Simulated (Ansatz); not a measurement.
## Ga2HCl3 — 35Cl NMR of the central transition

Cell: an entry of the Crystallography Open Database (COD; perhaps a calculated or model structure), its atoms then relaxed with PBE in this cell.

```cif
data_Ga2HCl3
_symmetry_space_group_name_H-M 'P2_1/c'
_symmetry_Int_Tables_number 14
_cell_length_a 5.7300
_cell_length_b 6.7870
_cell_length_c 14.8478
_cell_angle_alpha 90.000
_cell_angle_beta 104.571
_cell_angle_gamma 90.000
loop_
_atom_site_label
_atom_site_type_symbol
_atom_site_symmetry_multiplicity
_atom_site_Wyckoff_symbol
_atom_site_fract_x
_atom_site_fract_y
_atom_site_fract_z
Ga1 Ga 4 e 0.9262 0.7668 0.9206
Ga5 Ga 4 e 0.6487 0.6849 0.6464
H H 4 e 0.8589 0.7958 0.0144
Cl13 Cl 4 e 0.8098 0.4889 0.8435
Cl17 Cl 4 e 0.3266 0.7795 0.9355
Cl21 Cl 4 e 0.7812 0.9989 0.8128
```

One atom of each set is listed.

The numbers come from a DFT calculation in Ansatz (PBE, plane waves and PAW, scalar-relativistic, 420 eV cutoff, Γ-centred 5×4×2 k-points, Fermi–Dirac smearing 0.02 eV).

35Cl has I = 3/2 and Q = -81.12 mb (Pyykkö 2018); at 18.8 T its Larmor frequency is ν₀ = 78.5 MHz. Only the quadrupole interaction is simulated: positions count from each site's isotropic chemical shift, and shift anisotropy, dipolar and J coupling are left out.

Problem. Give C_Q, η, the quadrupolar product P_Q = |C_Q|(1 + η²/3)^½, the second-order isotropic shift and the breadth of the pattern (static powder) for each Cl site.

Solution. 

```json
{"site": "Cl13", "first shell": "1 Ga at 2.22 Å; also 1 Ga at 3.13 Å", "C_Q (MHz)": "-30.3", "η": "0.20", "P_Q (MHz)": "30.5", "δ_QIS (ppm)": "-3762", "breadth (kHz)": "1789"}
{"site": "Cl17", "first shell": "1 Ga at 2.25 Å; also 2 Ga at 3.03–3.22 Å", "C_Q (MHz)": "-27.4", "η": "0.27", "P_Q (MHz)": "27.8", "δ_QIS (ppm)": "-3124", "breadth (kHz)": "1544"}
{"site": "Cl21", "first shell": "1 Ga at 2.25 Å; also 2 Ga at 2.96–3.21 Å", "C_Q (MHz)": "-25.8", "η": "0.22", "P_Q (MHz)": "26.1", "δ_QIS (ppm)": "-2752", "breadth (kHz)": "1327"}
```

δ_QIS = −(ν_Q²/30ν₀²)[I(I+1) − 3/4](1 + η²/3) × 10⁶ ppm with ν_Q = 3|C_Q|/[2I(2I−1)]; it falls as 1/B₀² in ppm, and the breadth as 1/B₀ in kHz.

At Cl13, Cl17 and Cl21 V_zz points along its bond to Ga (within 5°) in each case.

With ν_Q/ν₀ up to 0.19, terms beyond second order are no longer negligible.
